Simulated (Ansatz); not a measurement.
Given:

WN2:
```
CELL_PARAMETERS angstrom
      4.99250     0.00000     0.00000
      0.00000     4.82546     0.00000
      0.00000     0.00000     4.91494
ATOMIC_POSITIONS crystal
  W  0.06376 0.28111 0.23252
  W  0.93624 0.71889 0.73252
  W  0.56376 0.71889 0.23252
  W  0.43624 0.28111 0.73252
  N  0.35882 0.07289 0.12848
  N  0.64118 0.92711 0.62848
  N  0.85882 0.92711 0.12848
  N  0.14118 0.07289 0.62848
  N  0.24658 0.57108 0.99501
  N  0.75342 0.42892 0.49501
  N  0.74658 0.42892 0.99501
  N  0.25342 0.57108 0.49501
```

This is the PBEsol-relaxed structure. x, y and z are the axes in which the lattice vectors are written.

**Question.** All from plane-wave PAW PBEsol (Ansatz code), unless another level is named. Predict the Poisson's ratio.

**Answer.** 0.30.

**Question.** Give the elastic constants (relaxed ions, GPa).

**Answer.** C11 = 639, C22 = 474, C33 = 408, C12 = 207, C13 = 230, C23 = 181, C44 = 81.2, C55 = 131, C66 = 228.

Space group Pca2_1. The start of the workflow was typed in or built on a structure type; neither database checked (COD, Materials Project) lists it. Its standing as an ambient phase is unchecked. The PBEsol relaxation kept the symmetry of its start; whether a distortion lowers the energy is not shown. The workflow began spin-polarised and lost its moments. Scalar-relativistic: spin–orbit coupling is off unless named, which matters more the heavier the elements.

Potentials: the earlier of the program's two PAW sets. The files were generated under PBE; for other functionals the program regenerates the frozen cores, and for LDA and PBEsol the local potential too.
